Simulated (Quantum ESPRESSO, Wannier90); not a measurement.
## TiN (rock salt), plane waves to Wannier functions

```
begin unit_cell_cart
ang
    0.0000000000    2.1206250000    2.1206250000
    2.1206250000    0.0000000000    2.1206250000
    2.1206250000    2.1206250000    0.0000000000
end unit_cell_cart
begin atoms_frac
Ti   0.0000000000  0.0000000000  0.0000000000
N    0.5000000000  0.5000000000  0.5000000000
end atoms_frac
```

Materials Project entry mp-492; symmetrised, unrelaxed at this level. COD (Crystallography Open Database) has an entry of this formula and space group (matched by these alone). Method: PBEsol plane waves in Quantum ESPRESSO 7.5 (PseudoDojo norm-conserving files, 68 Ry, no spin polarisation, no spin-orbit coupling), Bloch states on a 12×12×12 mesh through Γ, Wannier90 4.0.1. Density: 12×12×12 mesh, cold smearing 0.01 Ry. A non-magnetic state is assumed, with no Hubbard U on the 3d ions.

Band 5 is isolated and gives one Wannier function a cell (N2 2s 73 %, Ti1 3d 12 %, Ti1 4s 11 %; spread 0.95 Å²). Its on-site energy is ε = -15.264 eV relative to the Fermi level, and its hoppings t(R) = t(−R) to the nearer images are (images within this range that aren't listed have |t| under 5 meV):

```tsv
R (lattice vectors; −R alike)	distance (Å)	t (eV)
0 0 1	3.00	-0.100
0 1 -1	3.00	-0.100
0 1 0	3.00	-0.100
1 -1 0	3.00	-0.100
1 0 -1	3.00	-0.100
1 0 0	3.00	-0.100
1 -1 -1	4.24	-0.118
1 -1 1	4.24	-0.118
1 1 -1	4.24	-0.118
```

Problem. Work out the band energy at Γ, X, U, K from these numbers.

Solution. For one orbital E(k) = ε + Σ_R 2 t(R) cos(2π k·R), the sum over the listed R.
- Γ, k = (0.000, 0.000, 0.000): E = -15.264 + (-0.100)·(12.00) + (-0.118)·(6.00) = -17.17 eV; pw.x: -17.01 eV
- X, k = (0.500, 0.000, 0.500): E = -15.264 + (-0.100)·(-4.00) + (-0.118)·(6.00) = -15.57 eV; pw.x: -15.58 eV
- U, k = (0.625, 0.250, 0.625): E = -15.264 + (-0.100)·(-3.66) + (-0.118)·(2.00) = -15.13 eV; pw.x: -15.15 eV
- K, k = (0.375, 0.375, 0.750): E = -15.264 + (-0.100)·(-3.66) + (-0.118)·(2.00) = -15.13 eV; pw.x: -15.15 eV

At these points the listed shells miss the plane-wave band by up to 0.16 eV, of a width of 2.52 eV on the path. With all its hoppings the model misses the band by 0.2 meV at worst on the whole path, so most of the miss comes from the hoppings not listed.
